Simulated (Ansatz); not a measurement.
Does this entry for CdPtC6N6 lie near equilibrium?

The cell is a COD entry, atoms as given.

Space group Fm-3m (No. 225); a = 10.9290 Å.

```csv
site,Wyckoff,site symmetry,x,y,z
Cd,4b,m-3m,0.5000,0.5000,0.5000
Pt,4a,m-3m,0.0000,0.0000,0.0000
C,24e,4m.m,0.5000,0.5000,0.1855
N,24e,4m.m,0.5000,0.5000,0.2854
```

One atom of each set is listed; the run and its k-mesh use a cell of 14 atoms with edges of 7.73, 7.73, 7.73 Å.

Computed with Ansatz: DFT, PBE, plane waves and PAW, scalar-relativistic, 420 eV cutoff, Γ-centred 5×5×5 k-points, Fermi–Dirac smearing 0.05 eV.

Question: Do the atoms and the cell lie near the calculated equilibrium?

Answer: No. The largest force is 9.8 eV/Å, on atom 5 (C: 1 N at 1.09 Å, 1 Pt at 2.03 Å, angle 180°), and the pressure is 10.1 GPa. Such values can come from a cell under pressure, imprecise or misplaced coordinates, missing atoms or a wrong setting of the space group; the run alone doesn't tell which, and gradients calculated on this entry can't be taken for those of the compound at ambient conditions.
